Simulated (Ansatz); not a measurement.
Ansatz (a first-principles code) input:

Ansatz 0.2 input:
```yaml
crystal:
  lattice:
    - [3.7333814473, 0.0, 0.0]
    - [0.0, 3.7333814473, 0.0]
    - [0.0, 0.0, 3.7333814473]
  atoms:
    - { symbol: Ga, position: [0.0, 0.0, 0.0] }
    - { symbol: C, position: [0.5, 0.5, 0.5] }
    - { symbol: Ni, position: [0.0, 0.5, 0.5] }
    - { symbol: Ni, position: [0.5, 0.5, 0.0] }
    - { symbol: Ni, position: [0.5, 0.0, 0.5] }
kpoints:
  mp_grid: { grid: [8, 8, 8] }
  band_path:
    path:
      - [[0.0, 0.0, 0.0], [0.0, 0.5, 0.0], [0.5, 0.5, 0.0], [0.0, 0.0, 0.0], [0.5, 0.5, 0.5], [0.0, 0.5, 0.0]]  # Γ-X-M-Γ-R-X
      - [[0.5, 0.5, 0.5], [0.5, 0.5, 0.0]]  # R-M
    npoints: 12
basis: { xc_grid: 2 }
hamiltonian:
  xc: pbesol
  pseudopotentials: { kind: paw }
magnetization: { noncollinear: true, spin_orbit: true }
scf:
  n_extra_bands: 13
  convergence: { dr2_threshold: 0.0000000001 }
  occupations: { method: gaussian, width: 0.05 }
output: { eigenvalues: true }
```

Output (shortened):

```
Pseudopotentials: kind: paw_fr
Pseudopotential: Ga, paw_fr, valence charge 13
Pseudopotential: C, paw_fr, valence charge 4
Pseudopotential: Ni, paw_fr, valence charge 18
Functional definition: PBEsol
non-collinear run that drives no moment, with spin-orbit …
Crystal: 5 atoms, lattice volume = 52.036 Å³
Basis set: ecut = 420 eV, 1021 PW (Γ), exchange–correlation on 50×50×50 points (8 copies of the dense FFT grid, shifted against one another)
Bands: 84, of which v1, the nominal top of the filled ones, is band 71 counted from 1 (70 counted from 0)
Symmetry: 48 space group operations + 48 with time reversal
k-points: 35 of 512
Projection manifold: j_resolved (fully-relativistic pseudo-atomic orbitals)
PAW frozen core: Ga, regenerated for the run's functional, and the local potential with it
PAW frozen core: C, regenerated for the run's functional, and the local potential with it
PAW frozen core: Ni, regenerated for the run's functional, and the local potential with it
Initial density: superposition of atomic densities (chi_scale 0.1, normalization cell, long waves kept (reshape's long-wave potential 0.01 eV rms))
Initial wavefunctions: pseudopotential atomic-orbital guess
Eigensolver: davidson
Functional: x = pbesol(κ = 0.804, μ = 0.12345679012345678), c = pbesol(β = 0.046)
SCF iter   1: F=—  HF=-21407.417323 eV  |F-HF|=—  |Δ(HF+E_count)|=         —  Δρ=9.42e-2  dr2=4.34e0  dr2_m=0.00e0 (ungated)  ethr=3.10e-3  |M|=0.00e0 ∫|m|=0.00e0 μB  |m|>n=0.0e0 m-floor=0.0e0 τ_xc=0.0e0  β_m=0.30  ⟨swp⟩=6.3  Hψ=6599  notcnv=0  defer=38
all-band conjugate gradients solve this SCF's bands
preconditioner: auto → Kerker (q_TF=auto, 2.873 Å⁻¹)
spin=Noncollinear: Kerker preconditioning applied to the charge; magnetization (m_x, m_y, m_z) channels mix plain (no charge-response kernel on spin).
SCF iter   2: F=—  HF=-21406.923414 eV  |F-HF|=—  |Δ(HF+E_count)|=   4.94e-1  Δρ=5.43e-2  dr2=1.64e0  dr2_m=0.00e0 (ungated)  ethr=3.10e-3  |M|=0.00e0 ∫|m|=0.00e0 μB  |m|>n=0.0e0 m-floor=0.0e0 τ_xc=0.0e0  β_m=0.44  ⟨swp⟩=2.2  Hψ=1864  notcnv=0  defer=174
SCF iter   3: F=—  HF=-21406.610023 eV  |F-HF|=—  |Δ(HF+E_count)|=   3.13e-1  Δρ=3.65e-2  dr2=7.86e-1  dr2_m=0.00e0 (ungated)  ethr=2.31e-3  |M|=0.00e0 ∫|m|=0.00e0 μB  |m|>n=0.0e0 m-floor=0.0e0 τ_xc=0.0e0  β_m=0.42  ⟨swp⟩=2.2  Hψ=2150  notcnv=0  defer=174
SCF iter   4: F=—  HF=-21406.450976 eV  |F-HF|=—  |Δ(HF+E_count)|=   1.59e-1  Δρ=9.87e-3  dr2=7.32e-2  dr2_m=0.00e0 (ungated)  ethr=1.11e-3  |M|=0.00e0 ∫|m|=0.00e0 μB  |m|>n=0.0e0 m-floor=0.0e0 τ_xc=0.0e0  β_m=0.59  ⟨swp⟩=2.3  Hψ=1883  notcnv=0  defer=178
SCF iter   5: F=—  HF=-21406.431226 eV  |F-HF|=—  |Δ(HF+E_count)|=   1.97e-2  Δρ=6.45e-3  dr2=1.22e-2  dr2_m=0.00e0 (ungated)  ethr=1.03e-4  |M|=0.00e0 ∫|m|=0.00e0 μB  |m|>n=0.0e0 m-floor=0.0e0 τ_xc=0.0e0  β_m=0.69  ⟨swp⟩=2.0  Hψ=2269  notcnv=0  defer=178
SCF iter   6: F=—  HF=-21406.428893 eV  |F-HF|=—  |Δ(HF+E_count)|=   2.33e-3  Δρ=3.74e-3  dr2=4.60e-3  dr2_m=0.00e0 (ungated)  ethr=1.72e-5  |M|=0.00e0 ∫|m|=0.00e0 μB  |m|>n=0.0e0 m-floor=0.0e0 τ_xc=0.0e0  β_m=0.73  ⟨swp⟩=2.0  Hψ=2360  notcnv=0  defer=178
SCF iter   7: F=—  HF=-21406.427959 eV  |F-HF|=—  |Δ(HF+E_count)|=   9.34e-4  Δρ=1.14e-3  dr2=3.61e-4  dr2_m=0.00e0 (ungated)  ethr=6.49e-6  |M|=0.00e0 ∫|m|=0.00e0 μB  |m|>n=0.0e0 m-floor=0.0e0 τ_xc=0.0e0  β_m=0.84  ⟨swp⟩=2.0  Hψ=2301  notcnv=0  defer=178
SCF iter   8: F=—  HF=-21406.427971 eV  |F-HF|=—  |Δ(HF+E_count)|=   1.21e-5  Δρ=4.10e-4  dr2=5.15e-5  dr2_m=0.00e0 (ungated)  ethr=5.08e-7  |M|=0.00e0 ∫|m|=0.00e0 μB  |m|>n=0.0e0 m-floor=0.0e0 τ_xc=0.0e0  β_m=0.92  ⟨swp⟩=2.3  Hψ=2015  notcnv=0  defer=178
SCF iter  14: F=-21406.427965 eV  HF=-21406.427965 eV  |F-HF|=0.00e0  |Δ(HF+E_count)|=  4.00e-11  Δρ=1.64e-7  dr2=8.79e-12  dr2_m=0.00e0 (ungated)  ethr=1.00e-12  |M|=0.00e0 ∫|m|=0.00e0 μB  |m|>n=0.0e0 m-floor=0.0e0 τ_xc=0.0e0  ⟨swp⟩=2.0  Hψ=4177  notcnv=0
SCF 1 converged in 14 iterations: F = -21406.427965 eV  dr2 = 8.79e-12
NSCF: frozen V_eff on 74 k-points
SCF converged after 14 iterations
Magnetization: |M| = 0.0000 μB,  M = (+0.0000, +0.0000, +0.0000) μB
Absolute magnetization: 0.0000 μB (∫|m|)
  site 0: m = (+0.0000, +0.0000, +0.0000) μB, |m| = 0.0000 μB  (R = 1.09 Å)
  site 1: m = (+0.0000, +0.0000, +0.0000) μB, |m| = 0.0000 μB  (R = 0.77 Å)
  site 2: m = (+0.0000, +0.0000, +0.0000) μB, |m| = 0.0000 μB  (R = 0.77 Å)
  site 3: m = (+0.0000, +0.0000, +0.0000) μB, |m| = 0.0000 μB  (R = 0.77 Å)
  site 4: m = (+0.0000, +0.0000, +0.0000) μB, |m| = 0.0000 μB  (R = 0.77 Å)
Free energy (F): -21406.427965 eV
Harris-Foulkes:  -21406.427965 eV  (|F-HF|=0.00e0)
Internal energy: -21406.423950 eV  (E = F + TS)
E sigma→0 (E₀):  -21406.425958 eV
Entropy (-TS):   -0.004014 eV (-0.803 meV/atom)
Fermi energy:    16.847211 eV
--- Per-component energies (eV) ---
  E_band       = -864.006996
  E_kinetic    = 1060.399084
  E_local      = -12747.212578  (includes V_loc(G=0)·N_el)
  E_nonlocal   = 2369.275075
  E_hartree    = 5450.959245
  E_xc         = -371.886616
  E_vxc        = -448.524856  (∫ρ·V_xc dr)
  E_paw        = -6836.775978  (= ΣΔE_a)
  E_vpaw       = -1999.863590  (= ΣTr[D̂ρ^β])
  E_aug_tail   = 0.001099  (compensation charges beyond the density's cutoff)
  E_ewald      = -10332.665508
  E_core_change = 1.482226  (= ΣΔE_core)
  E_smearing   = -0.004014  (= −TS)
  E_closure    = 0.000000  (closes the sum)
  Σ components = -21406.427965   (vs F -21406.427965, Δ=0.00e0)
  [band-id]    e_kinetic+e_local+e_nonlocal+2·e_hartree+e_vxc+e_vpaw+e_augmentation_tail = -864.007275   (vs E_band -864.006996, Δ=-2.80e-4)
--- Band table (eV; the first three rows and the last of 35) ---
  k-point 0: bands = ["-86.4476", "-86.4476", "-86.4313", "-86.4313", "-86.4313", "-86.4313", "-48.5510", "-48.5510", "-48.5510", "-48.5510", "-48.4967", "-48.4967", "-46.5102", "-46.5102", "-46.4410", "-46.4410", "-46.4410", "-46.4410", "-46.0760", "-46.0760", "-46.0760", "-46.0760", "-46.0686", "-46.0686", "1.4432", "1.4432", "1.4432", "1.4432", "1.8935", "1.8935", "1.8935", "1.8935", "1.9148", "1.9148", "2.4267", "2.4267", "7.9877", "7.9877", "12.7183", "12.7183", "12.7183", "12.7183", "12.7635", "12.7635", "12.9999", "12.9999", "12.9999", "12.9999", "13.0112", "13.0112", "13.4207", "13.4207", "13.4207", "13.4207", "14.8215", "14.8215", "14.8215", "14.8215", "15.1416", "15.1416", "15.1416", "15.1416", "15.1962", "15.1962", "15.8152", "15.8152", "15.9033", "15.9033", "15.9033", "15.9033", "16.1394", "16.1394", "18.6547", "18.6547", "19.6588", "19.6588", "19.8716", "19.8716", "19.8716", "19.8716", "22.1327", "22.1327", "22.1327", "22.1327"]
  k-point 1: bands = ["-86.4471", "-86.4471", "-86.4318", "-86.4318", "-86.4313", "-86.4313", "-48.5510", "-48.5510", "-48.5492", "-48.5492", "-48.4985", "-48.4985", "-46.5078", "-46.5078", "-46.4432", "-46.4432", "-46.4408", "-46.4408", "-46.0763", "-46.0763", "-46.0759", "-46.0759", "-46.0689", "-46.0689", "1.4441", "1.4441", "1.4462", "1.4462", "1.8946", "1.8946", "1.8979", "1.8979", "1.9146", "1.9146", "2.5442", "2.5442", "8.0306", "8.0306", "12.0540", "12.0540", "12.5004", "12.5004", "12.5147", "12.5147", "13.0267", "13.0267", "13.1512", "13.1512", "13.1644", "13.1644", "13.4260", "13.4260", "13.5176", "13.5176", "14.8205", "14.8205", "14.8968", "14.8968", "15.1224", "15.1224", "15.1378", "15.1378", "15.1850", "15.1850", "15.8559", "15.8559", "15.9669", "15.9669", "15.9999", "15.9999", "16.0797", "16.0797", "18.5453", "18.5453", "19.7015", "19.7015", "19.9051", "19.9051", "20.0097", "20.0097", "22.1915", "22.1915", "22.9220", "22.9220"]
  k-point 2: bands = ["-86.4455", "-86.4455", "-86.4333", "-86.4333", "-86.4312", "-86.4312", "-48.5510", "-48.5510", "-48.5440", "-48.5440", "-48.5036", "-48.5036", "-46.5013", "-46.5013", "-46.4493", "-46.4493", "-46.4405", "-46.4405", "-46.0769", "-46.0769", "-46.0756", "-46.0756", "-46.0698", "-46.0698", "1.4462", "1.4462", "1.4531", "1.4531", "1.8973", "1.8973", "1.9089", "1.9089", "1.9142", "1.9142", "2.8629", "2.8629", "8.0479", "8.0479", "11.1345", "11.1345", "12.2117", "12.2117", "12.2184", "12.2184", "13.0322", "13.0322", "13.0859", "13.0859", "13.2557", "13.2557", "13.2880", "13.2880", "13.7827", "13.7827", "14.8065", "14.8065", "14.8145", "14.8145", "15.0575", "15.0575", "15.0948", "15.0948", "15.1467", "15.1467", "15.8695", "15.8695", "15.9080", "15.9080", "16.2587", "16.2587", "16.2997", "16.2997", "18.5214", "18.5214", "19.6692", "19.6692", "20.1936", "20.1936", "20.3127", "20.3127", "22.3822", "22.3822", "24.6484", "24.6484"]
  k-point 34: bands = ["-86.4367", "-86.4367", "-86.4367", "-86.4367", "-86.4367", "-86.4367", "-48.5533", "-48.5533", "-48.5237", "-48.5237", "-48.5237", "-48.5237", "-46.4884", "-46.4884", "-46.4503", "-46.4503", "-46.4503", "-46.4503", "-46.1115", "-46.1115", "-46.0560", "-46.0560", "-46.0560", "-46.0560", "1.4487", "1.4487", "1.4487", "1.4487", "1.8710", "1.8710", "1.9332", "1.9332", "1.9332", "1.9332", "5.3566", "5.3566", "9.2393", "9.2393", "9.2393", "9.2393", "9.2738", "9.2738", "10.0853", "10.0853", "13.8978", "13.8978", "13.9371", "13.9371", "13.9371", "13.9371", "13.9989", "13.9989", "14.1263", "14.1263", "14.1263", "14.1263", "14.3335", "14.3335", "14.3335", "14.3335", "14.4473", "14.4473", "15.4545", "15.4545", "15.4545", "15.4545", "15.8615", "15.8615", "15.9418", "15.9418", "15.9418", "15.9418", "17.6717", "17.6717", "17.9909", "17.9909", "17.9909", "17.9909", "18.0393", "18.0393", "26.8933", "26.8933", "26.9034", "26.9034"]
  band table: 84 of 84 bands, residual norms ≤ 1.0e-3 eV
```

Cost: roughly 120 core-seconds on shared cores.

Space group Pm-3m (anti-perovskite). The cell is a constructed one: a structure type filled with these elements; the Crystallography Open Database copy checked does not list it. Its standing as an ambient phase is unchecked. Symmetry was held in the PBEsol relaxation; its stability against distortions is not shown here. The run is not spin-polarised.

Potentials: the later of the program's two PAW sets.

Ansatz is a plane-wave DFT program.
